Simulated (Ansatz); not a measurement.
A geometry of W away from equilibrium: step 2 of the relaxation of a relaxed W cell, doubled along one cell vector, shaken by Gaussian noise of σ = 0.08 Å a coordinate. Calculation: r2SCAN (plane waves to 500 eV, PAW, scalar-relativistic; Ansatz, an electronic-structure program). Γ-centred k-mesh 7×14×14 on the run's cell (coarser than for final values), Fermi–Dirac smearing 0.05 eV.

```
CELL_PARAMETERS angstrom
     -3.19465     3.19128     3.17946
      1.59222    -1.58672     1.57571
      1.58745     1.57684    -1.58081
ATOMIC_POSITIONS crystal
  W  0.00302 0.01859 0.96917
  W  0.51332 0.98307 0.04826
```

Problem. Which atoms carry the largest force, and which way does it point?

Solution. 1.91 eV/Å, on W1, W2 (atoms numbered as listed); on W1 its components are (0.22, 1.79, -0.65).

Problem. What is the pressure?

Solution. +1.0 GPa, compression positive.

Problem. How much energy per atom can still be gained by relaxing?

Solution. 0.13 eV/atom; the path ends in Im-3m (No. 229) (bcc (W type)).

No spin polarisation in the result.

The run could not lose the symmetry of its start.
